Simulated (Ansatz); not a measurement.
Data:

MoIr:
```
MoIr
1.0
    2.76370     0.00000     0.00000
    0.00000     2.76370     0.00000
    0.00000     0.00000     3.92058
Ir Mo
1 1
Cartesian
  0.00000   0.00000   0.00000
  1.38185   1.38185   1.96029
```

This is the PBE-relaxed structure.

**Question.** All from PBE (plane waves, PAW; program Ansatz), unless another level is named. Estimate the density of states at the Fermi level.

**Answer.** 0.50 states/eV per atom (mean over ±0.08 eV).

**Question.** Give the formation energy from the elements (no fitted shifts).

**Answer.** -0.31 eV/atom.

**Question.** Predict the gap with spin–orbit coupling.

**Answer.** none (metallic).

Space group P4/mmm (L1₀ or tetragonal B2). The start of the workflow was typed in or built on a structure type; neither database checked (COD, Materials Project) lists it. COD files the formula under space group No. 51, so this cell is another polymorph or a model. Whether it is the stable phase at ambient conditions was not checked. Symmetry was held in the PBE relaxation; its stability against distortions is not shown here. The run is not spin-polarised. The references are the lowest solids computed at this level, not always the standard phases. Spin–orbit coupling is left out wherever it is not named.

Potentials: the earlier of the program's two PAW sets.
